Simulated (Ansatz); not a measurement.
CeO$_{2}$: computed property card

CeO2:
```xyz
6
Lattice="5.1079 0.0000 0.0000 0.0000 5.1079 0.0000 0.0000 0.0000 3.6228" Properties=species:S:1:pos:R:3 pbc="T T T"
Ce     2.5539     2.5539     1.8114
Ce     0.0000     0.0000     0.0000
O      4.1487     0.9592     1.8114
O      0.9592     4.1487     1.8114
O      1.5947     1.5947     0.0000
O      3.5131     3.5131     0.0000
```

Space group P4_2/mnm (No. 136), rutile; conventional cell a = b = 5.1079 Å, c = 3.6228 Å, α = β = γ = 90.00°.

Method: DFT-r²SCAN in the program Ansatz with PAW potentials. Structure relaxed to zero pressure with the same functional. Other levels are named where they apply.

### Cell and energy

```yaml
volume_per_atom: 15.75 Å³
density: 6.05 g/cm³
Formation energy from the elements (no fitted shifts): -3.52 eV/atom
```

### Electronic structure

```yaml
band_gap: 2.34 eV (indirect)
valence_band_maximum: at Γ
conduction_band_minimum: at M
smallest_direct_gap_on_the_standard_path: 2.42 eV
hole_effective_mass: 1.2, 2.2, 2.2 mₑ (principal values)
Hole effective mass with spin–orbit coupling: 1.2, 2.2, 2.2 mₑ (principal values)
Gap with spin–orbit coupling: 2.27 eV
```

### Mechanics

```yaml
Bulk modulus (Birch–Murnaghan fit): 130 GPa
Pressure derivative B′: 5.2
Elastic constants (relaxed ions, GPa): C11 = 136, C12 = 130, C13 = 133, C33 = 344, C44 = 56.5, C66 = 122
mechanical_stability: stable (all eigenvalues of C positive)
```

### Dielectric response

```yaml
Electronic dielectric constant ε∞ (DFPT): 5.38 (xx = yy), 6.28 (zz)
Static dielectric constant ε0 (ions relaxed, cell fixed): 26.1 (xx = yy), 27.2 (zz)
Born charges (a third of the trace): Ce +5.67, O -2.84 e
```

### Phonons

```yaml
Highest zone-centre frequency (without LO–TO term): 648 cm⁻¹
zone_centre_stability: no imaginary mode at Γ
```

### Charges

```yaml
bader_charges: Ce +2.40, O -1.20 e
```

The first step of the workflow began from a Materials Project structure, measured or hypothetical; the Crystallography Open Database copy checked does not list it. It is not the phase usual at ambient conditions (space group No. 225). The r²SCAN relaxation kept the symmetry of its start. No spin polarisation was allowed. The 4f shell is in the valence. No Hubbard U is applied. The references are the lowest solids computed at this level, not always the standard phases (solids in place of the gases). Spin–orbit coupling is left out wherever it is not named.

Potentials: the later of the program's two PAW sets.
